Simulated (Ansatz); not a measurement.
**Two states of HfFe$_{6}$Ge$_{6}$**

```
Hf Ge Fe
1.0
     5.10683    0.00000    0.00000
    -2.55342    4.42265    0.00000
     0.00000    0.00000    8.14542
Hf Ge Fe
1 6 6
Direct
  0.00000 0.00000 0.00000
  0.33330 0.66670 0.50000
  0.66660 0.33330 0.50000
  0.33330 0.66670 0.00000
  0.66660 0.33330 0.00000
  0.00000 0.00000 0.34100
  0.00000 0.00000 0.65900
  0.50000 0.00000 0.24800
  0.50000 0.50000 0.24800
  0.00000 0.50000 0.24800
  0.00000 0.50000 0.75200
  0.50000 0.50000 0.75200
  0.50000 0.00000 0.75200
```

Method: r2SCAN; PAW, plane waves to 500 eV, 5×5×3 Γ-centred mesh, fermi-dirac occupations (width 0.1 eV) (Ansatz 0.2.0), atoms fixed.

State A: Fe8 down, Fe9 down, Fe10 down, Fe11 up, Fe12 up, Fe13 up (collinear spin). State B: Fe8 up, Fe9 up, Fe10 up, Fe11 up, Fe12 up, Fe13 up (collinear spin).

Problem. Compare the two self-consistent states.

Solution. State A is lower by 17.0 meV an atom at zero smearing; in free energy at this smearing B lies +13.9 meV an atom from A.

```csv
state,free energy (meV/atom),largest moment in a small sphere (μB),net moment (μB/cell),gap on mesh (eV),pressure (GPa),largest force (eV/Å)
A,0.0,2.56,0.00,0.07 (under the smearing),-3.5,0.34
B,13.9,2.58,14.68,metal,-2.2,0.12
```

Origin: a database entry at a rescaled volume.
